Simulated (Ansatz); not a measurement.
A geometry of AlPt away from equilibrium: the start of the relaxation of a relaxed AlPt cell deformed by the Cartesian strain tensor (xx, yy, zz, yz, xz, xy) = (-0.180, 0.067, 0.000, 0.055, -0.028, -0.052). Level of theory: PBEsol (plane waves to 420 eV, PAW, scalar-relativistic; Ansatz, a program for electronic structure). Γ-centred k-mesh 8×7×7 on the run's cell (coarser than for final values), Fermi–Dirac smearing 0.05 eV.

```xyz
8
Lattice="3.9921 -0.2532 -0.1387 -0.2532 5.1945 0.2678 -0.1387 0.2678 4.8684" Properties=species:S:1:pos:R:3:forces:R:3 pbc="T T T" free_energy=-51635.176 pressure_GPa=60.8
Al     3.0390     4.3972     4.2184    1.5335   -0.0137    2.1492
Al     2.5311     0.7358     1.6261    1.9558    0.5646    2.0280
Al     1.1861     3.3616     0.8867   -1.7803   -0.4211   -2.5764
Al     0.4441     1.9237     3.2635   -0.8595   -0.2783   -2.5045
Pt     0.5542     0.8019     0.7693   -1.5356   -0.9944   -0.2301
Pt     1.0765     4.4823     3.3622   -1.3283    0.3800   -1.4282
Pt     2.4056     1.8586     4.1208    2.1075    0.8115    0.7899
Pt     3.1639     3.2754     1.7424   -0.0932   -0.0486    1.7721
```

Positions in Å, forces in eV/Å, free energy of the cell in eV (comparable only within this code, potentials and settings). Largest force: 3.16 eV/Å, on Al3 (atoms numbered as listed); the geometry lies 0.84 eV/atom above the end of its relaxation.

No spin polarisation in the result.

The cell that was disturbed is our relaxation of an entry of Materials Project.
